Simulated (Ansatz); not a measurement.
Cr3Ru:
```yaml
crystal:
  lattice:
    - [1.41918, -2.09389, 0.00000]
    - [1.41918, 2.09389, 0.00000]
    - [0.00000, 0.00000, 8.00604]
  atoms:
    - { symbol: Cr, position: [0.50000, 0.50000, 0.73794] }
    - { symbol: Cr, position: [0.50000, 0.50000, 0.26206] }
    - { symbol: Cr, position: [0.00000, 0.00000, 0.50000] }
    - { symbol: Ru, position: [0.00000, 0.00000, 0.00000] }
```

Relaxed with PBEsol. Special points in fractions of this cell's reciprocal vectors: Γ (0.000, 0.000, 0.000); Y (-0.500, 0.500, 0.000); C0 (-0.365, 0.635, 0.000); Σ0 (0.365, 0.365, 0.000); Z (0.000, 0.000, 0.500); A0 (0.365, 0.365, 0.500); E0 (-0.365, 0.635, 0.500); T (-0.500, 0.500, 0.500); S (0.000, 0.500, 0.000); R (0.000, 0.500, 0.500).

Question: List the band energies nearest the Fermi level at these points for DFT-PBEsol in the program Ansatz with PAW potentials.

Answer: In eV from the Fermi level; about four levels below and three above (degenerate sets whole), none deeper than 8.9 eV; points with the same levels are listed once.

| k | below | above |
|---|---|---|
| Γ | -1.31 -1.29 -0.74 -0.51 | 0.05 0.32 0.34 |
| Y | -3.01 -1.25 -0.57 -0.56 | 0.06 0.46 1.04 |
| C0 | -2.65 -2.64 -2.37 -1.82 | 0.29 0.72 0.87 |
| Z | -1.02 -0.81 -0.80 -0.57 | 0.23 0.32 0.52 |
| A0 | -2.37 -2.36 -0.99 -0.74 | 0.33 0.62 0.75 |
| T | -2.24 -1.91 -1.17 -0.34 | 0.68 0.92 1.30 |
| S | -2.36 -2.12 -1.72 -0.09 | 0.56 0.91 0.95 |
| R | -1.12 -0.89 -0.76 -0.36 | 0.16 0.67 0.86 |

Space group Cmmm. The workflow started from a Materials Project entry (that database holds measured and hypothetical structures alike); the Crystallography Open Database copy checked does not list it. With Cr and Ru taken as one species the cell has the higher symmetry Im-3m, so it may be an ordered model of a mixed-site phase. Its standing as an ambient phase is unchecked. Symmetry was held in the PBEsol relaxation. At this level the phase is dynamically unstable (imaginary phonons). No spin polarisation was allowed. Its formation energy is positive at this level, so the cell may be metastable or incomplete. Scalar-relativistic: spin–orbit coupling is off unless named, which matters more the heavier the elements.

Potentials: the later of the program's two PAW sets.
